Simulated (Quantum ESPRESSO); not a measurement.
Al3ZnW2MgLi, input and log of a self-consistent run

Computed values, not a measurement. The program is pw.x of Quantum ESPRESSO 7.5 (plane-wave density functional theory). The cell is made up: eight metal atoms on a hexagonal close-packed lattice, with elements, volume, strain and displacements drawn at random and not relaxed, so it may be unstable or far from any real phase. PseudoDojo standard norm-conserving files set the functional (PBE unless stated); there is no spin polarisation or spin-orbit coupling, the Fermi-Dirac width of 0.25 eV means electrons at about 2900 K, and the masses in the input are unused placeholders. Heavy elements are run without spin-orbit coupling, which real alloys of them have. A spin test at this wide smearing found no moment, but such smearing suppresses magnetism that the real alloy may have.

Input:

```
&control calculation='scf', pseudo_dir='./dojo.nc.sr.pbe.v0_5.standard.upf', outdir='./o', disk_io='minimal', tprnfor=.true., tstress=.true. /
&system ibrav=0, nat=8, ntyp=5, nbnd=45, ecutwfc=84.00895049, nosym=.true., tot_charge=0,
 occupations='smearing', smearing='fd', degauss=0.0183746611
/
&electrons conv_thr=1.470e-08, electron_maxstep=70, mixing_beta=0.5 /
ATOMIC_SPECIES
Al 1.0 Al.upf
Li 1.0 Li.upf
Mg 1.0 Mg.upf
W 1.0 W.upf
Zn 1.0 Zn.upf
CELL_PARAMETERS angstrom
-2.9525 0.0 0.0
0.0 5.1139 -4.9018
0.0 -5.1139 -4.9018
ATOMIC_POSITIONS angstrom
Al 0.0275 -0.0194 -0.0595
Al -0.0137 1.6599 -2.4966
Al 0.0139 0.0352 -4.8257
Zn -0.0438 1.6114 -7.3307
W -1.4501 -0.8593 -2.5459
Mg -1.4179 -2.5242 -4.8456
W -1.4743 -0.7821 -7.3715
Li -1.5023 2.569 -4.9447
K_POINTS automatic
8 4 4 1 1 1
```

The log is shortened where brackets say so; the opening notice, blank lines, dates and the lines on written files are dropped, and the path of the files is cut. It prints rydbergs, bohrs and kilobars, and counts compression as positive stress. Its total energy is the free energy E - TS of the whole cell.

```
     Program PWSCF v.7.5
     Parallel version (MPI & OpenMP), running on       4 processor cores
     Number of MPI processes:                 4
     Threads/MPI process:                     1
     [start-up lines left out]
     bravais-lattice index     =            0
     lattice parameter (alat)  =       5.5794  a.u.
     unit-cell volume          =     998.9053 (a.u.)^3
     number of atoms/cell      =            8
     number of atomic types    =            5
     number of electrons       =        70.00
     number of Kohn-Sham states=           45
     kinetic-energy cutoff     =      84.0090  Ry
     charge density cutoff     =     336.0358  Ry
     scf convergence threshold =      1.5E-08
     mixing beta               =       0.5000
     number of iterations used =            8  plain     mixing
     Exchange-correlation= PBE
                           (   1   4   3   4   0   0   0)
     [axes and pseudopotential details left out]
   Cartesian axes
     site n.     atom                  positions (alat units)
         1        Al     tau(   1) = (   0.0093141  -0.0065707  -0.0201524  )
         2        Al     tau(   2) = (  -0.0046401   0.5622015  -0.8455885  )
         3        Al     tau(   3) = (   0.0047079   0.0119221  -1.6344454  )
         4        Zn     tau(   4) = (  -0.0148349   0.5457748  -2.4828789  )
         5        W      tau(   5) = (  -0.4911431  -0.2910415  -0.8622862  )
         6        Mg     tau(   6) = (  -0.4802371  -0.8549365  -1.6411854  )
         7        W      tau(   7) = (  -0.4993395  -0.2648942  -2.4966977  )
         8        Li     tau(   8) = (  -0.5088230   0.8701101  -1.6747502  )
     number of k points=    64  Fermi-Dirac smearing, width (Ry)=  0.0184
                       cart. coord. in units 2pi/alat
        k(    1) = (  -0.0625000   0.0000000  -0.0752912), wk =   0.0312500
        k(    2) = (  -0.0625000  -0.0721685  -0.1505824), wk =   0.0312500
     [further k points left out]
     Dense  grid:   103887 G-vectors     FFT dimensions: (  36,  80,  80)
     Estimated max dynamical RAM per process >     307.25 MB
     Estimated total dynamical RAM >       1.13 GB
     Initial potential from superposition of free atoms
     starting charge      69.9861, renormalised to      70.0000
     Starting wfcs are   49 randomized atomic wfcs
     total cpu time spent up to now is        9.0 secs
     per-process dynamical memory:   240.5 Mb
     Self-consistent Calculation
     iteration #  1     ecut=    84.01 Ry     beta= 0.50
     Davidson diagonalization with overlap
     ethr =  1.00E-02,  avg # of iterations =  4.9
     Threshold (ethr) on eigenvalues was too large:
     Diagonalizing with lowered threshold
     Davidson diagonalization with overlap
     ethr =  5.47E-04,  avg # of iterations =  2.5
     total cpu time spent up to now is       49.4 secs
     total energy              =    -868.33853414 Ry
     estimated scf accuracy    <       0.37520234 Ry
     iteration #  2     ecut=    84.01 Ry     beta= 0.50
     Davidson diagonalization with overlap
     ethr =  5.36E-04,  avg # of iterations =  4.1
     total cpu time spent up to now is       70.5 secs
     total energy              =    -868.18850182 Ry
     estimated scf accuracy    <       2.41981448 Ry
     iteration #  3     ecut=    84.01 Ry     beta= 0.50
     Davidson diagonalization with overlap
     ethr =  5.36E-04,  avg # of iterations =  3.0
     total cpu time spent up to now is       88.8 secs
     total energy              =    -868.35840179 Ry
     estimated scf accuracy    <       1.99901559 Ry
     iteration #  4     ecut=    84.01 Ry     beta= 0.50
     Davidson diagonalization with overlap
     ethr =  5.36E-04,  avg # of iterations =  2.0
     total cpu time spent up to now is      105.0 secs
     total energy              =    -868.48493564 Ry
     estimated scf accuracy    <       0.02792779 Ry
     iteration #  5     ecut=    84.01 Ry     beta= 0.50
     Davidson diagonalization with overlap
     ethr =  3.99E-05,  avg # of iterations =  4.2
     total cpu time spent up to now is      125.5 secs
     total energy              =    -868.48798209 Ry
     estimated scf accuracy    <       0.00678766 Ry
     [iterations 6 to 10 left out]
     iteration # 11     ecut=    84.01 Ry     beta= 0.50
     Davidson diagonalization with overlap
     ethr =  7.55E-09,  avg # of iterations =  2.2
     total cpu time spent up to now is      236.1 secs
     total energy              =    -868.48947531 Ry
     estimated scf accuracy    <       0.00000067 Ry
     iteration # 12     ecut=    84.01 Ry     beta= 0.50
     Davidson diagonalization with overlap
     ethr =  9.58E-10,  avg # of iterations =  3.3
     total cpu time spent up to now is      254.4 secs
     total energy              =    -868.48947540 Ry
     estimated scf accuracy    <       0.00000011 Ry
     iteration # 13     ecut=    84.01 Ry     beta= 0.50
     Davidson diagonalization with overlap
     ethr =  1.60E-10,  avg # of iterations =  2.2
     total cpu time spent up to now is      274.2 secs
     total energy              =    -868.48947541 Ry
     estimated scf accuracy    <       0.00000006 Ry
     iteration # 14     ecut=    84.01 Ry     beta= 0.50
     Davidson diagonalization with overlap
     ethr =  9.27E-11,  avg # of iterations =  1.9
     total cpu time spent up to now is      298.3 secs
     total energy              =    -868.48947542 Ry
     estimated scf accuracy    <       0.00000007 Ry
     iteration # 15     ecut=    84.01 Ry     beta= 0.50
     Davidson diagonalization with overlap
     ethr =  9.27E-11,  avg # of iterations =  1.0
     total cpu time spent up to now is      320.8 secs
     End of self-consistent calculation
     [lines on levels left out]
!    total energy              =    -868.48947542 Ry
     estimated scf accuracy    <          2.0E-09 Ry
     smearing contrib. (-TS)   =      -0.07724066 Ry
     internal energy E=F+TS    =    -868.41223477 Ry
     The total energy is F=E-TS. E is the sum of the following terms:
     one-electron contribution =    -694.67853457 Ry
     hartree contribution      =     356.98339914 Ry
     xc contribution           =    -136.26150164 Ry
     ewald contribution        =    -394.45559769 Ry
     convergence has been achieved in  15 iterations
     Forces acting on atoms (cartesian axes, Ry/au):
     atom    1 type  1   force =    -0.00100829   -0.02681516    0.00282579
     atom    2 type  1   force =     0.00172044    0.01907290    0.00701309
     atom    3 type  1   force =     0.00028138   -0.02724392   -0.01983755
     atom    4 type  5   force =     0.00362884    0.02206982    0.00296661
     atom    5 type  4   force =    -0.00184027    0.02708580    0.01512049
     atom    6 type  3   force =    -0.00289146   -0.00372016   -0.01022898
     atom    7 type  4   force =    -0.00077524   -0.01707121    0.00548613
     atom    8 type  2   force =     0.00088460    0.00662192   -0.00334559
     Total force =     0.065263     Total SCF correction =     0.000268
     Computing stress (Cartesian axis) and pressure
          total   stress  (Ry/bohr**3)                   (kbar)     P=     -131.14
  -0.00115094   0.00000203  -0.00000216         -169.31        0.30       -0.32
   0.00000203  -0.00070305   0.00003417            0.30     -103.42        5.03
  -0.00000216   0.00003417  -0.00082043           -0.32        5.03     -120.69
     init_run     :      8.29s CPU      8.61s WALL (       1 calls)
     electrons    :    309.66s CPU    311.91s WALL (       1 calls)
     forces       :      2.77s CPU      2.80s WALL (       1 calls)
     stress       :     12.62s CPU     12.63s WALL (       1 calls)
     [timing details left out]
     PWSCF        :   5m33.72s CPU   5m36.42s WALL
     JOB DONE.
```

In other units: free energy -11816.401 eV for the cell, pressure -13.11 GPa, largest force component 0.700 eV/Å in size. The run took 338 s of wall time with four MPI processes on a shared machine (Intel Xeon, older, virtual cores), so the time is rough. A rerun of this cell at a higher cutoff and on a denser mesh moved values by no more than 0.004 eV in energy, 0.02 GPa in stress and 0.008 eV/Å in force, and a second program with other atomic files agreed on that cell to 2 % rms in force and 0.5 GPa in pressure.